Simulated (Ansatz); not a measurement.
**NaFeO2-type NaDyS2**

Computed with Ansatz (plane waves, PAW, 420 eV cutoff): PBEsol, scalar-relativistic, collinear spin, 10×10×10 k-mesh, Gaussian smearing of 0.05 eV. The datasets are Ansatz's generated set soft_2.

```
Na Dy S
1.0
     1.96495    1.13446    6.57730
    -1.96495    1.13446    6.57730
     0.00000   -2.26893    6.57730
Na Dy S
1 1 2
Direct
  0.50000 0.50000 0.50000
  0.00000 0.00000 0.00000
  0.25774 0.25774 0.25774
  0.74226 0.74226 0.74226
```

The start was a prototype's sites filled with these elements, not a measured cell.

Magnetic state: ferromagnetic, site spin moments Dy 4.82; S 0.05 μB.

Task: Which orbitals carry the states at the Fermi level, and how many states are there?

Result: Within 0.1 eV of it: Dy 4f 95 % (shares among the projected shells). The Fermi level sits on a steep edge: the density of states is 7.0, 6.7 and 4.0 states/eV per cell at −0.1, 0 and +0.1 eV.

Density of states (tetrahedra, averaged over 0.3 eV; states/eV per cell of 4 atoms; energy in eV from the Fermi level; projections on Löwdin-orthogonalised atomic orbitals, summed over sites):

```
    E  total  S 3p  Dy 4f down  Dy 4f up  Dy 5d up  Dy 5d down
-4.60    0.0   0.0         0.0       0.0       0.0         0.0
-4.30    0.2   0.1         0.0       0.0       0.0         0.0
-4.00    3.4   1.2         0.0       1.6       0.3         0.1
-3.70   14.4   1.7         0.0      11.8       0.2         0.3
-3.40    8.1   2.1         0.0       5.1       0.2         0.3
-3.10    5.0   3.1         0.0       0.9       0.3         0.3
-2.80    6.1   2.1         0.0       3.3       0.2         0.2
-2.50    4.5   3.4         0.0       0.1       0.5         0.3
-2.20    6.6   5.0         0.1       0.1       0.6         0.7
-1.90    4.5   3.6         0.1       0.1       0.2         0.2
-1.60    4.9   4.1         0.3       0.1       0.1         0.1
-1.30    4.1   3.4         0.4       0.1       0.1         0.0
-1.00    1.2   1.1         0.0       0.0       0.0         0.0
-0.70    0.4   0.4         0.0       0.0       0.0         0.0
-0.40    0.0   0.0         0.0       0.0       0.0         0.0
-0.10    7.6   0.1         7.4       0.0       0.0         0.0
 0.20    3.2   0.3         2.9       0.0       0.0         0.0
 0.50    5.2   0.2         4.9       0.0       0.0         0.0
 0.80    7.3   0.3         7.0       0.0       0.0         0.0
 1.10    0.0   0.0         0.0       0.0       0.0         0.0
 1.40    0.0   0.0         0.0       0.0       0.0         0.0
 1.70    0.2   0.0         0.0       0.0       0.1         0.0
 2.00    0.7   0.1         0.0       0.0       0.3         0.1
 2.30    1.1   0.2         0.0       0.0       0.5         0.3
 2.60    1.5   0.2         0.0       0.0       0.6         0.5
 2.90    1.7   0.2         0.0       0.0       0.7         0.6
 3.20    1.8   0.2         0.0       0.0       0.8         0.6
 3.50    1.8   0.2         0.0       0.0       0.6         0.7
 3.80    2.0   0.2         0.0       0.0       0.7         0.7
 4.10    2.1   0.2         0.0       0.0       0.7         0.6
 4.40    2.6   0.2         0.0       0.0       0.8         0.6
 4.70    3.2   0.3         0.0       0.0       1.1         0.7
```

Formal charges Na⁺, Dy³⁺, S²⁻ leave Dy³⁺ with an open 4f⁹ shell. Nothing in this functional splits the part-filled shell enough, so f states lie at the Fermi level.

Hund's first rule gives Dy³⁺ with 9 f electrons 5 unpaired spins, a spin moment of 5 μB; the run has 4.82 μB on Dy (atomic spheres) and 9.26 f electrons on orthogonalised orbitals. The moment is close to the ion's, so the f band is nearly fully polarised, though its occupations are fractional. Without spin–orbit coupling the orbital moment, which adds to the spin in such a shell (free ion: L = 5 beside 2S = 5), is missing, so this isn't the moment that neutrons would see.

Without a U the open 4f shell is pinned at the Fermi level, an artefact: in the real crystal it splits into occupied and empty levels away from it, and its large orbital moment is missing here. Spin–orbit coupling, which matters for such heavy elements, is left out. The run wasn't fully tested for a lower electronic state. Site moments are of spin, integrated over atomic spheres. Only parallel moments were tried, so the real magnetic order may be another.

The state of the open shells isn't shown to be the lowest, and forces and pressures are less sure for it.
